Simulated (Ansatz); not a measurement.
V2O5:
```
CELL_PARAMETERS angstrom
      5.50708     1.43305     0.00000
     -5.50708     1.43305     0.00000
     -0.39869     0.00000     5.23142
ATOMIC_POSITIONS crystal
  V  0.14291 0.85709 0.36286
  V  0.85709 0.14291 0.63714
  O  0.00000 0.00000 0.50000
  O  0.61787 0.38213 0.16474
  O  0.38213 0.61787 0.83526
  O  0.30898 0.69102 0.36984
  O  0.69102 0.30898 0.63016
```

Relaxed with r²SCAN+D4. Independent-particle spectrum: no excitons, no local fields, no scissors shift; 0.1 eV broadening; ε₁ of the summed bands alone.

Problem. Tabulate the dielectric function from the program Ansatz at the r²SCAN+D4 level (PAW).

Solution. 

| E (eV) | ε₁ xx | ε₂ xx | ε₁ yy | ε₂ yy | ε₁ zz | ε₂ zz |
|---|---|---|---|---|---|---|
| 0.0 | 10.35 | 0.00 | 9.20 | 0.00 | 5.24 | 0.00 |
| 0.3 | 10.44 | 0.00 | 9.26 | 0.00 | 5.26 | 0.00 |
| 0.6 | 10.75 | 0.00 | 9.44 | 0.00 | 5.32 | 0.00 |
| 0.9 | 11.33 | 0.00 | 9.78 | 0.00 | 5.44 | 0.00 |
| 1.2 | 12.39 | 0.00 | 10.34 | 0.00 | 5.63 | 0.00 |
| 1.5 | 14.56 | 0.00 | 11.29 | 0.00 | 5.94 | 0.00 |
| 1.8 | 21.57 | 4.09 | 13.51 | 0.13 | 6.54 | 0.03 |
| 2.1 | 16.29 | 16.95 | 14.90 | 4.16 | 7.47 | 0.90 |
| 2.4 | 7.23 | 12.34 | 17.08 | 8.39 | 7.60 | 1.79 |
| 2.7 | 5.25 | 12.46 | 10.15 | 14.02 | 7.24 | 3.76 |
| 3.0 | 2.43 | 8.46 | 4.78 | 7.13 | 5.50 | 4.15 |
| 3.3 | 6.66 | 8.12 | 10.08 | 7.44 | 5.78 | 3.62 |
| 3.6 | 3.85 | 10.34 | 9.48 | 9.16 | 5.00 | 6.10 |
| 3.9 | 3.29 | 9.40 | 5.28 | 13.00 | 3.16 | 4.41 |
| 4.2 | 0.26 | 9.67 | 7.38 | 12.95 | 3.12 | 3.54 |
| 4.5 | 0.58 | 4.84 | -0.31 | 15.72 | 3.39 | 3.67 |
| 4.8 | 3.51 | 8.38 | -3.29 | 9.10 | 3.13 | 3.48 |
| 5.1 | 2.02 | 6.74 | 0.74 | 6.68 | 3.73 | 3.60 |
| 5.4 | 1.26 | 10.50 | -1.04 | 6.69 | 2.19 | 3.96 |
| 5.7 | -0.83 | 8.62 | -1.52 | 7.62 | 2.99 | 2.82 |
| 6.0 | -2.13 | 4.87 | -1.67 | 5.17 | 3.64 | 2.62 |
| 6.3 | 1.59 | 5.26 | -0.86 | 4.82 | 4.36 | 4.35 |
| 6.6 | -2.65 | 7.47 | 0.24 | 4.09 | 3.68 | 5.64 |
| 6.9 | -2.75 | 3.95 | -0.84 | 5.62 | 1.91 | 5.14 |
| 7.2 | -0.71 | 4.68 | -1.13 | 4.73 | 1.65 | 5.68 |
| 7.5 | -2.44 | 4.02 | -1.26 | 4.42 | 1.11 | 5.03 |
| 7.8 | -2.18 | 2.69 | -1.60 | 4.71 | -0.15 | 5.09 |
| 8.1 | -1.78 | 2.86 | -2.54 | 3.53 | -1.04 | 5.01 |
| 8.4 | -1.59 | 1.99 | -0.98 | 2.59 | -0.68 | 3.05 |
| 8.7 | -1.72 | 2.24 | -1.49 | 3.14 | -1.07 | 3.58 |
| 9.0 | -1.16 | 1.91 | -1.40 | 3.03 | -0.93 | 2.84 |
| 9.3 | -1.43 | 1.73 | -2.37 | 2.45 | -0.68 | 2.08 |
| 9.6 | -1.27 | 1.34 | -1.70 | 1.63 | -0.25 | 2.89 |
| 9.9 | -0.95 | 1.07 | -1.51 | 1.56 | -0.84 | 1.96 |
| 10.2 | -0.89 | 0.97 | -1.58 | 1.12 | -0.78 | 1.76 |
| 10.5 | -0.68 | 0.86 | -1.13 | 0.85 | -0.59 | 1.61 |
| 10.8 | -0.52 | 0.52 | -0.98 | 0.77 | -1.20 | 1.02 |
| 11.1 | -0.13 | 0.58 | -0.76 | 0.42 | -0.67 | 0.79 |
| 11.4 | -0.17 | 0.69 | -0.40 | 0.40 | -0.45 | 0.53 |
| 11.7 | -0.10 | 0.50 | -0.33 | 0.45 | -0.14 | 0.32 |
| 12.0 | 0.17 | 0.46 | -0.13 | 0.31 | 0.14 | 0.29 |

Problem. From ε at 2.3 eV (xx: 7.61 + 14.52i), find n, k, the normal reflectivity and the absorption coefficient.

Solution. n = 3.46, k = 2.096, R = 43 %, α = 2kE/ħc = 490000 cm⁻¹.

With all bands, ε∞ without local fields is 10.6 (xx), 9.46 (yy), 5.55 (zz).

Space group C2/m. The workflow started from a Materials Project entry (that database holds measured and hypothetical structures alike); the Crystallography Open Database copy checked does not list it. COD files the formula under space group No. 31, 59, so this cell is another polymorph or a model. Whether it is the stable phase at ambient conditions was not checked. The r²SCAN+D4 relaxation kept the symmetry of its start; its stability against distortions is not shown here. No spin polarisation was allowed. No Hubbard U is applied.

Potentials: the later of the program's two PAW sets.
